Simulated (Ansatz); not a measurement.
Sr (hcp type), DFT, PBEsol, norm-conserving pseudopotentials, Ansatz's default files, scalar-relativistic (Ansatz 0.2.0), on 1 thread of Arm Neoverse V1 (shared host).

Command: `ansatz run input.yaml --threads 1 --pin off --max-ram 2048MiB --backend cpu --events-out ev --progress --plain --runs-dir out`

```yaml
crystal:
  lattice:
    - [4.1953470417, 0.0, 0.0]
    - [-2.0976735209, 3.6332771158, 0.0]
    - [0.0, 0.0, 6.8761449316]
  atoms:
    - { symbol: Sr, position: [0.3333333333, 0.6666666667, 0.25] }
    - { symbol: Sr, position: [0.6666666667, 0.3333333333, 0.75] }
kpoints:
  mp_grid: { grid: [12, 12, 6] }
scf:
  occupations: { method: fermi_dirac, width: 0.1 }
hamiltonian:
  xc: pbesol
  pseudopotentials: { kind: nc }
output:
  forces: true
  stress: true
  eigenvalues: true
```

Task: How large is the problem that the program sets up?

Result: 76 irreducible k-points, 6695 plane waves at Γ, 14 bands.

Task: About how long does it take, and how much memory?

Result: 24 s of wall time for 6 SCF iterations, with a peak of 0.58 GiB. Times on shared machines scatter by tens of per cent.
